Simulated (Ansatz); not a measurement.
This run works on a proposed trial structure, not on a known crystal.

Input and command of a plane-wave DFT calculation in Ansatz:

```yaml
crystal:
  lattice:
    - [4.2067103926, -0.0294671312, -0.0370448157]
    - [-2.1288744805, 3.6319768939, 0.0403423911]
    - [-0.1806556922, 0.1228706041, 20.124036105]
  atoms:
    - { symbol: Ge, position: [0.6666908102, 0.3382776148, 0.9840014484] }
    - { symbol: Ge, position: [0.3561410334, 0.6858010866, 0.0128221964] }
    - { symbol: Ge, position: [0.3037863044, 0.6723402167, 0.6012804789] }
    - { symbol: Ge, position: [0.9812096394, 0.999890893, 0.560592582] }
    - { symbol: Ge, position: [0.6723993665, 0.3223976649, 0.4015702021] }
    - { symbol: Ge, position: [0.0120631743, -0.0109308087, 0.4388383637] }
    - { symbol: Cl, position: [0.6744597822, 0.3411769965, 0.8758131014] }
    - { symbol: Cl, position: [0.3312904062, 0.6731553407, 0.1230570379] }
    - { symbol: Cl, position: [0.3328294965, 0.6584770426, 0.7095107821] }
    - { symbol: Cl, position: [0.669129987, 0.319413953, 0.2925138071] }
basis:
  ecutwfc: 420
kpoints:
  mp_grid: { grid: [6, 6, 1] }
hamiltonian:
  xc: pbe
scf:
  occupations: { method: gaussian, width: 0.2 }
  lower_state_search: "off"
output:
  forces: true
  stress: true
  eigenvalues: true
relax:
  adjacent_minimum: "off"
  f_tol: 0.025
  max_steps: 60
  cell: { stress_tol: 0.25 }
```

```bash
ansatz run input.yaml --threads 1 --pin off --max-ram 2560MiB --backend cpu --events-out ev --progress --plain --runs-dir out
```

Processor: Intel(R) Xeon(R) Platinum 8259CL CPU @ 2.50GHz (Skylake/Cascade Lake), 1 thread, on a host shared with other jobs.

Q: Estimate time, memory and problem size.

A: About 3.1 min, peak memory 0.72 GiB. It solves 68 bands at 20 k points (after reduction by symmetry) with about 5871 plane waves (on the last cell), in 32 SCF iterations over 5 ionic steps.
